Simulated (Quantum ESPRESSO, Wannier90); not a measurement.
# Wannierisation of Al2O3 (corundum)

```
Al2O3
1.0
   -2.40251     4.16128     0.00000
   -4.80503     0.00000     0.00000
   -2.40251     1.38709     4.37208
Al O
4 6
Direct
  0.85210   0.85210   0.44370
  0.14790   0.14790   0.55630
  0.64790   0.64790   0.05630
  0.35210   0.35210   0.94370
  0.75000   0.05614   0.75000
  0.25000   0.94386   0.25000
  0.44386   0.75000   0.75000
  0.55614   0.25000   0.25000
  0.05614   0.44386   0.75000
  0.94386   0.55614   0.25000
```

Structure: Materials Project mp-1143, symmetrised, not relaxed again. COD (Crystallography Open Database) has the formula in 3 space groups, this one among them (matched by group alone). Level: PBEsol, no spin polarisation, no spin-orbit coupling; pw.x of Quantum ESPRESSO at 68 Ry with PseudoDojo potentials, 4×4×4 k-points, Wannier90. Density: 8×8×8 mesh, cold smearing 0.01 Ry.

Functional, cutoff and mesh named above are those of the base row (PBEsol); the first column says what each row takes instead. Model: 40 functions from bands 1-58, start hydrogen-like Al: s;p; O: s;p, disentangled but not localised (num_iter = 0), frozen window tied to the conduction edge or Fermi level of each row, as listed, which moves Ω_I and hoppings a little by itself. Energies are relative to the valence-band maximum; the misfit is to pw.x on a path, for states up to 6.8 eV relative to the valence-band maximum. The functional changes, each with its own PseudoDojo files and their cutoffs, on the same cell. The disentangled Ω_I can sit in another minimum from row to row.

```json
[
 {"functional": "LDA", "frozen to (eV)": "7.37", "Ω_I (Å²)": "23.35", "rms misfit (meV)": "1.2", "gap (eV)": "5.87", "bottom of band 1 (eV)": "-18.74"},
 {"functional": "PBE", "frozen to (eV)": "7.43", "Ω_I (Å²)": "23.38", "rms misfit (meV)": "1.2", "gap (eV)": "5.93", "bottom of band 1 (eV)": "-18.96"},
 {"functional": "PBEsol", "frozen to (eV)": "7.33", "Ω_I (Å²)": "23.44", "rms misfit (meV)": "1.3", "gap (eV)": "5.82", "bottom of band 1 (eV)": "-18.92"}
]
```
